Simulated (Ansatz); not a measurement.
CaAlF5:
```
CaAlF5
1.0
    4.36083     3.15501     0.00000
   -4.36083     3.15501     0.00000
   -3.08950     0.00000     6.64174
Ca Al F
2 2 10
Direct
  0.54475   0.54475   0.75000
  0.45525   0.45525   0.25000
  0.00000   0.00000   0.50000
  0.00000   0.00000   0.00000
  0.94032   0.94032   0.75000
  0.05968   0.05968   0.25000
  0.72865   0.70398   0.47261
  0.70398   0.72865   0.02739
  0.27135   0.29602   0.52739
  0.29602   0.27135   0.97261
  0.75934   0.20318   0.38616
  0.20318   0.75934   0.11384
  0.24066   0.79682   0.61384
  0.79682   0.24066   0.88616
```

Relaxed with r²SCAN.

Task: Which orbitals make up the states near the band edges in DFT-r²SCAN in the program Ansatz with PAW potentials?

Result: Top 1 eV of the valence band: F 2p 99 %. Bottom 1 eV of the conduction band: Ca 4s 54 %, F 2s 17 %, Al 3s 15 %, Al 3p 6 %. Projections are on Löwdin-orthogonalised atomic valence shells; empty p or d shells of many metals are not among them.

Task: Tabulate the density of states.

Result: States/eV per cell of 14 atoms, in 0.25 eV bins, energy from the valence-band maximum.

```tsv
E (eV)	total	F 2p	Al 3p	Ca 4s
-5.70	0.00	0.00	0.00	0.00
-5.45	4.84	4.04	0.02	0.01
-5.20	3.60	3.02	0.07	0.01
-4.95	3.22	2.73	0.17	0.01
-4.70	3.84	3.30	0.38	0.01
-4.45	0.50	0.44	0.06	0.00
-4.20	0.10	0.09	0.00	0.00
-3.95	2.21	1.94	0.06	0.03
-3.70	4.54	4.07	0.23	0.05
-3.45	10.83	9.81	0.51	0.08
-3.20	12.71	11.65	0.57	0.09
-2.95	14.75	13.67	0.59	0.09
-2.70	8.84	8.38	0.19	0.06
-2.45	12.12	11.62	0.15	0.08
-2.20	16.70	16.12	0.14	0.12
-1.95	18.08	17.57	0.10	0.06
-1.70	22.07	21.52	0.06	0.05
-1.45	13.20	12.93	0.04	0.02
-1.20	19.74	19.38	0.06	0.04
-0.95	6.95	6.81	0.05	0.01
-0.70	20.85	20.48	0.17	0.02
-0.45	20.60	20.40	0.06	0.01
-0.20	17.76	17.67	0.01	0.00
0.05	1.95	1.94	0.00	0.00
0.30	0.00	0.00	0.00	0.00
0.55	0.00	0.00	0.00	0.00
0.80	0.00	0.00	0.00	0.00
1.05	0.00	0.00	0.00	0.00
1.30	0.00	0.00	0.00	0.00
1.55	0.00	0.00	0.00	0.00
1.80	0.00	0.00	0.00	0.00
2.05	0.00	0.00	0.00	0.00
2.30	0.00	0.00	0.00	0.00
2.55	0.00	0.00	0.00	0.00
2.80	0.00	0.00	0.00	0.00
3.05	0.00	0.00	0.00	0.00
3.30	0.00	0.00	0.00	0.00
3.55	0.00	0.00	0.00	0.00
3.80	0.00	0.00	0.00	0.00
4.05	0.00	0.00	0.00	0.00
4.30	0.00	0.00	0.00	0.00
4.55	0.00	0.00	0.00	0.00
4.80	0.00	0.00	0.00	0.00
5.05	0.00	0.00	0.00	0.00
5.30	0.00	0.00	0.00	0.00
5.55	0.00	0.00	0.00	0.00
5.80	0.00	0.00	0.00	0.00
6.05	0.00	0.00	0.00	0.00
6.30	0.00	0.00	0.00	0.00
6.55	0.00	0.00	0.00	0.00
6.80	0.00	0.00	0.00	0.00
7.05	0.00	0.00	0.00	0.00
7.30	0.00	0.00	0.00	0.00
7.55	0.00	0.00	0.00	0.00
7.80	0.00	0.00	0.00	0.00
8.05	0.00	0.00	0.00	0.00
8.30	0.11	0.00	0.00	0.07
8.55	0.33	0.01	0.01	0.19
8.80	0.49	0.01	0.02	0.27
9.05	0.65	0.02	0.05	0.33
9.30	0.87	0.04	0.08	0.39
9.55	1.15	0.05	0.13	0.42
9.80	6.21	0.15	0.30	0.52
10.05	22.48	0.38	0.88	0.50
10.30	15.87	0.23	0.66	0.39
10.55	8.94	0.14	0.36	0.45
10.80	5.99	0.11	0.45	0.21
11.05	1.97	0.06	0.27	0.19
11.30	6.00	0.19	0.88	0.64
11.55	6.53	0.19	0.66	0.37
11.80	7.47	0.20	0.90	0.30
```

Space group C2/c. The workflow started from an entry of the Crystallography Open Database (COD), which files this formula under 2 space groups. Whether it is the stable phase at ambient conditions was not checked. Symmetry was held in the r²SCAN relaxation; its stability against distortions is not shown here.

Potentials: the later of the program's two PAW sets.
